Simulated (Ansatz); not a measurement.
**AlNi, one cell by several methods**

```
CELL_PARAMETERS angstrom
2.88100 -0.04322 -0.04322
-0.04322 2.88100 -0.04322
-0.04322 -0.04322 2.88100
ATOMIC_POSITIONS crystal
Al 0.00000 0.00000 0.00000
Ni 0.50000 0.50000 0.50000
```

Atoms are numbered in the order listed.

The cell comes from COD entry 9008802, which wasn't checked; take it as a given geometry. The listed cell was then made from it by scaling, straining or moving an atom.

All numbers are computed: DFT, PBEsol, PAW with Ansatz's default frozen-core files, scalar-relativistic (Ansatz 0.2.0); DFT, PBEsol, all-electron LAPW, scalar-relativistic (Ansatz 0.2.0).

For PAW: a Γ-centred 13×13×13 k mesh, Fermi–Dirac smearing of 0.05 eV, cutoff 420 eV, spin-polarised from start moments Ni2 1.5 μB (the moments died away, and the run ended non-magnetic); the PAW files were made with PBE, and the program remakes their frozen cores for this functional. LAPW targets a basis error of 0.5 meV/atom. The Ansatz runs share mesh, smearing and spin set-up. Plane-wave (PAW) pressures include the program's estimate of the Pulay term.

Stress and pressure are positive in compression.

The change that made this cell: equal xy, yz and zx engineering shear strains of -3 %.

PAW results:

```json
{"quantity": "pressure (GPa)", "PAW": "-2.78"}
{"quantity": "stress yz (GPa)", "PAW": "4.02"}
{"quantity": "stress xz (GPa)", "PAW": "4.02"}
{"quantity": "stress xy (GPa)", "PAW": "4.02"}
```

(1) What does all-electron LAPW give for the same quantities?

## Answers

(1) 
| quantity | LAPW |
| --- | --- |
| pressure (GPa) | -2.82 |
| stress yz (GPa) | 4.02 |
| stress xz (GPa) | 4.02 |
| stress xy (GPa) | 4.02 |
